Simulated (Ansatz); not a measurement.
Relaxed-ion elastic tensor of YAl$_{3}$ in space group P6_3/mmc (No. 194; Y on 2d, Al on 6h) in GPa (Voigt order), plane-wave PAW r²SCAN (Ansatz code); density 3.59 g/cm³, 19.62 Å³ per atom.

```
 104  56.1  46.7   0.0   0.0   0.0
56.1   104  46.7   0.0   0.0   0.0
46.7  46.7   180   0.0   0.0   0.0
 0.0   0.0   0.0  79.1   0.0   0.0
 0.0   0.0   0.0   0.0  79.1   0.0
 0.0   0.0   0.0   0.0   0.0  23.8
```

Question: Is the crystal mechanically stable?

Answer: Yes: the smallest eigenvalue of C is 23.8 GPa.

Question: Work out the Voigt, Reuss and Hill averages.

Answer: K_V = 76.3, K_R = 73.3, K_H = 74.8; G_V = 52.3, G_R = 39.1, G_H = 45.7 GPa.

Question: Give Young's modulus, Poisson's ratio, Pugh's ratio and the universal anisotropy index.

Answer: E = 9KG/(3K + G) = 114 GPa; ν = 0.25; K/G = 1.64 (brittle by the Pugh limit of 1.75); A_U = 5G_V/G_R + K_V/K_R − 6 = 1.73.

Question: Estimate the sound speeds and the Debye temperature.

Answer: v_l = √((K + 4G/3)/ρ) = 6140 m/s, v_t = √(G/ρ) = 3560 m/s, mean 3960 m/s; Θ = (h/k)(3n/4πV)^(1/3) v_m = 437 K.

Question: How much does each axis shrink under pressure?

Answer: Linear compressibilities β_i = Σ_j S_ij (j = 1 to 3): x 5.5, y 5.5, z 2.7 per TPa.

The workflow started from a Materials Project entry (that database holds measured and hypothetical structures alike); the Crystallography Open Database copy checked does not list it. Whether it is the stable phase at ambient conditions was not checked. The r²SCAN relaxation kept the symmetry of its start; of distortions, only those at the zone centre were tested. No spin polarisation was allowed. As this level gives no gap, shear constants depend on the k-mesh and smearing (Fermi–Dirac, 0.1 eV here). On the denser mesh and wider smearing of the elastic run this cell carries a stress of 0.9 GPa.

Potentials: the later of the program's two PAW sets.
